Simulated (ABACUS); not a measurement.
Input and output of a self-consistent single point for Si3N4 (P2_1/m, 14 atoms in the cell; from Materials Project mp-988, changed as shown) (ABACUS).

Level of theory: PBEsol, numerical atomic orbitals DZP (confined pseudo-atomic orbitals with Gaussian additions; energy shift 0.01 Ry), PseudoDojo 0.4 standard norm-conserving PBEsol (tails mended) pseudopotentials (ABACUS 3.10.1).

The change in words: lattice vector b scaled by 0.99. Reference geometry (P6_3/m):
```
Si3N4
1.0
    7.49199     0.00000     0.00000
   -3.74600     6.48826     0.00000
    0.00000     0.00000     2.86220
Si N
6 8
Direct
  0.23108   0.82495   0.75000
  0.76892   0.17505   0.25000
  0.40613   0.23108   0.25000
  0.59387   0.76892   0.75000
  0.17505   0.40613   0.75000
  0.82495   0.59387   0.25000
  0.33333   0.66667   0.75000
  0.66667   0.33333   0.25000
  0.96919   0.66985   0.75000
  0.03081   0.33015   0.25000
  0.29934   0.96919   0.25000
  0.70066   0.03081   0.75000
  0.33015   0.29934   0.75000
  0.66985   0.70066   0.25000
```

Reference input (self-consistent single point, DFT, PBEsol, numerical atomic orbitals DZP (confined pseudo-atomic orbitals with Gaussian additions; energy shift 0.01 Ry), PseudoDojo 0.4 standard norm-conserving PBEsol (tails mended) pseudopotentials): basis = DZP numerical atomic orbitals, energy shift 0.01 Ry; KPT = Gamma 4 4 9 0.5 0.5 0.5; basis_type = lcao; ecutwfc = 100 Ry; smearing_method = fixed; potentials = PseudoDojo 0.4 standard norm-conserving PBEsol (tails mended); symmetry = 1; symmetry_prec = 1e-05; ks_solver = genelpa; scf_nmax = 100; scf_thr = 1.0e-07; mixing_type = pulay. This run's input differs from it in these lines:

```diff
@@ -34,3 +34,3 @@
    7.4919930000    0.0000000000    0.0000000000
-  -3.7459960000    6.4882560000    0.0000000000
+  -3.7085360000    6.4233730000    0.0000000000
    0.0000000000    0.0000000000    2.8622030000
@@ -43,8 +43,8 @@
 6
-  -2.5681560539   10.1147341135    4.0565848373
-   9.6470644476    2.1462927530    1.3521949458
-   4.1141196494    2.8332780883    1.3521949458
-   2.9647887442    9.4277487782    4.0565848373
-  -0.3966308006    4.9795708413    4.0565848373
-   7.4755391943    7.2814560252    1.3521949458
+  -2.5097585523   10.0135860864    4.0565848373
+   9.6594560866    2.1248296799    1.3521949458
+   4.1304776041    2.8049451153    1.3521949458
+   3.0192199302    9.3334706510    4.0565848373
+  -0.3678812069    4.9297747952    4.0565848373
+   7.5175787412    7.2086409711    1.3521949458
 
@@ -53,10 +53,10 @@
 8
-  -0.0000064490    8.1740219980    4.0565848373
-   7.0789148427    4.0870048685    1.3521949458
-   8.9798070990    8.2130488465    4.0565848373
-  -1.9008987053    4.0479780200    1.3521949458
-  -2.6228050831   11.8832646287    1.3521949458
-   9.7017134768    0.3777622378    4.0565848373
-   2.5552027156    3.6702157822    4.0565848373
-   4.5237056781    8.5908110843    1.3521949458
+   0.0471863350    8.0922812237    4.0565848373
+   7.1025111993    4.0461345426    1.3521949458
+   9.0272252048    8.1309178011    4.0565848373
+  -1.8775276705    4.0074979652    1.3521949458
+  -2.5541969559   11.7644311766    1.3521949458
+   9.7038944902    0.3739845898    4.0565848373
+   2.5763927369    3.6335133755    4.0565848373
+   4.5733047974    8.5049023908    1.3521949458
 # file: KPT
```

Output, abridged:

```
 SELF-CONSISTENT
 -------------------------------------------

                  longest orb rcut (Bohr) = 6.9
   longest nonlocal projector rcut (Bohr) = 1.94
                     search radius (Bohr) = 17.7

                          real space grid = [ 96, 90, 36 ]
                                 init_chg = atomic

 LCAO ALGORITHM --------------- ION=   1  ELEC=   1--------------------------------

 Density error is 0.262032699056
 E_KohnSham     -216.5554329102      -2946.3878204349
 E_Fermi        0.4387628016         5.9696741719

 LCAO ALGORITHM --------------- ION=   1  ELEC=   2--------------------------------

   [... lines left out ...]

   [... 8 blocks of this kind left out ...]

 LCAO ALGORITHM --------------- ION=   1  ELEC=  11--------------------------------

 Density error is 2.53362165045e-07
 E_KohnSham     -217.0458215176      -2953.0598997297
 E_Fermi        0.6615709571         9.0011346481

 LCAO ALGORITHM --------------- ION=   1  ELEC=  12--------------------------------

 Density error is 9.29942972417e-08
 E_KohnSham     -217.0458215176      -2953.0598997297
 E_KS(sigma->0) -217.0458215176      -2953.0598997297
 E_entropy(-TS) 0.0000000000         0.0000000000
 E_Fermi        0.6615708969         9.0011338283
 charge density convergence is achieved
 final etot is -2953.0598997 eV
 EFERMI = 9.0011338283 eV

 STATE ENERGY(eV) AND OCCUPATIONS    NSPIN == 1
   [... 39 lines left out ...]

 TOTAL-FORCE (eV/Angstrom)
                       Si1        -0.1260772680         0.1899135254         0.0000000000
                       Si2         0.1260772680        -0.1899135254         0.0000000000
                       Si3        -0.1208950610         0.5251749324         0.0000000000
                       Si4         0.1208950610        -0.5251749324         0.0000000000
                       Si5        -0.3535814864        -0.3455474616         0.0000000000
                       Si6         0.3535814864         0.3455474616         0.0000000000
                        N1         0.2410524656         0.1867845077         0.0000000000
   [... lines left out ...]

 TOTAL-STRESS (KBAR)
       180.5322593310       -13.1442124948         0.0000000000
       -13.1442124948       226.4369200905         0.0000000000
         0.0000000000         0.0000000000       183.1672366261
 TOTAL-PRESSURE: 196.712139 KBAR

 --------------------------------------------
 !FINAL_ETOT_IS -2953.0598997297192909 eV
 --------------------------------------------
```

The run converged in 12 iterations. Against the reference run the free energy goes up by 12.3 meV/atom, the pressure goes from 16.64 to 19.67 GPa and the largest force goes from 0.211 to 0.539 eV/Å.

The atom-centred basis is finite, which shifts total energies, pressures and forces against plane waves. The structure comes from a collection of computed structures, made at another level of theory; the collection holds predicted forms beside known ones. Its lattice was then scaled.

Cost on one core: roughly 40 core-seconds.

The atomic orbitals were generated for these runs; they are not ABACUS's published sets and were checked against plane waves on a few crystals only.

“Tails mended”: in these copies of the files the far tail of each local potential was reset to the Coulomb form.
